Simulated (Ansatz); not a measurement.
**CdHg4C6S6Br4N6 — quadrupolar parameters**

The cell is a structure deposited in the COD whose atoms were relaxed with PBE, the cell held.

Space group Fmm2 (No. 42); a = 18.4636, b = 22.3222, c = 6.3678 Å.

```
site  Wyckoff  site symmetry       x       y       z
  Cd       4a            mm2  0.5000  0.5000  0.0340
  Hg      16e              1  0.6528  0.6905  0.5029
  C6      16e              1  0.6270  0.5724  0.7298
 C10       8c            m..  0.5000  0.6183  0.3681
 S12      16e              1  0.6862  0.5853  0.5385
 S16       8c            m..  0.5000  0.6856  0.4764
  Br      16e              1  0.6575  0.8039  0.5247
 N22       8c            m..  0.5000  0.4297  0.2939
 N24      16e              1  0.5865  0.5622  0.8665
```

One atom of each set is listed; the run and its k-mesh use a cell of 27 atoms with edges of 11.61, 9.77, 14.48 Å.

Computed with Ansatz: DFT, PBE, plane waves and PAW, scalar-relativistic, 420 eV cutoff, Γ-centred 5×5×5 k-points, Fermi–Dirac smearing 0.02 eV.

V_zz is the principal component of the electric field gradient with the largest magnitude, η = (V_xx − V_yy)/V_zz and C_Q = eQV_zz/h. ν_Q = 3|C_Q|/[2I(2I − 1)].

201Hg: I = 3/2, Q = 387.0 mb; ³³S: I = 3/2, Q = -69.40 mb; ⁸¹Br: I = 3/2, Q = 257.9 mb; ¹⁴N: I = 1, Q = 20.44 mb. Q values from Pyykkö, Mol. Phys. 116, 1328 (2018).

| site | atoms | first shell | C_Q (MHz) | η | ν_Q (MHz) |
| --- | --- | --- | --- | --- | --- |
| Hg | 4 | 2 S at 2.44–2.83 Å, 1 Br at 2.54 Å; also 2 Br at 3.05–3.33 Å | -331 | 0.46 | 165 |
| S12 | 4 | 1 C at 1.66 Å; also 1 Hg at 2.44 Å | 37.0 | 0.74 | 18.5 |
| S16 | 2 | 1 C at 1.65 Å; also 2 Hg at 2.83 Å | -33.0 | 0.87 | 16.5 |
| Br | 4 | 1 Hg at 2.54 Å; also 2 Hg at 3.05–3.33 Å | 224 | 0.56 | 112 |
| N22 | 2 | 1 C at 1.17 Å, 1 Cd at 2.28 Å, angle 157° | -1.94 | 0.51 | 2.91 |
| N24 | 4 | 1 C at 1.17 Å; also 1 Cd at 2.37 Å | -2.39 | 0.54 | 3.58 |

At Hg V_zz points along its shortest bond, to S (within 8°). At Br V_zz points along its bond to Hg (within 2°). At N22 V_zz points along the shorter of its two bonds, to C (within 4°).

Cd, C have no stable isotope with a ground-state quadrupole moment in the table, so these sites are left out.

Spin–orbit coupling is left out, which shifts gradients on Hg by a few per cent, and by more where contributions nearly cancel. The database positions were far from equilibrium, so the relaxed structure may not be the compound's real one.
